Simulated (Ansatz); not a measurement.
PbSe:
```yaml
crystal:
  lattice:
    - [0.00000, 3.10877, 3.10877]
    - [3.10877, 0.00000, 3.10877]
    - [3.10877, 3.10877, 0.00000]
  atoms:
    - { symbol: Pb, position: [0.00000, 0.00000, 0.00000] }
    - { symbol: Se, position: [0.50000, 0.50000, 0.50000] }
```

Relaxed with PBE.

### Question
Decompose the optical modes at the zone centre into irreducible representations, and say which are infrared and Raman allowed.

### Answer
Point group m-3m: Γ_opt = T1u. Infrared: T1u. Raman: none.

### Question
Assign frequencies (DFPT, the program Ansatz at the PBE level (PAW); without the LO–TO term).

### Answer
T1u 25 cm⁻¹.

Space group Fm-3m (rock salt). The cell was relaxed with PBE under the symmetry of its start; of distortions, only those at the zone centre were tested. Scalar-relativistic: spin–orbit coupling is off unless named, which matters more the heavier the elements.

Potentials: the later of the program's two PAW sets.
